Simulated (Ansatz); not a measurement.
Values for one crystal, relaxed and computed with r²SCAN (plane waves, PAW; program Ansatz); other levels are named.

- Volume per atom: 28.42 Å³
- Band gap: 0.79 eV (direct)
- Bulk modulus (Birch–Murnaghan fit): 54.6 GPa
- Hole effective mass, band 1 of 3 at the edge: 1.6 along [100], 1.6 along [110], 0.41 along [111] (mₑ)
- Poisson's ratio: 0.29
- Hole effective mass with spin–orbit coupling, band 1 of 2 at the edge: 1.6 along [100], 0.51 along [110], 0.40 along [111] (mₑ)
- Electron effective mass with spin–orbit coupling: 0.047 mₑ (isotropic)

Question: Pick the material that matches.
A. BP, Pm-3n (B on 6d, P on 6c)
B. GaAs, Pm-3n (Ga on 6c, As on 6d)
C. MgInGaO4, R3m (Pearson symbol hR7)
D. AlGa3N4, P3m1 (Pearson symbol hP8)

Answer: B, GaAs, Pm-3n (Ga on 6c, As on 6d)

The start of the workflow was typed in or built on a structure type; neither database checked (COD, Materials Project) lists it. It is not the phase usual at ambient conditions (space group No. 216). The r²SCAN relaxation kept the symmetry of its start; whether a distortion lowers the energy is not shown. The volume moved by 22 % from the start of the relaxation. Spin–orbit coupling is left out wherever it is not named.

Potentials: the earlier of the program's two PAW sets.
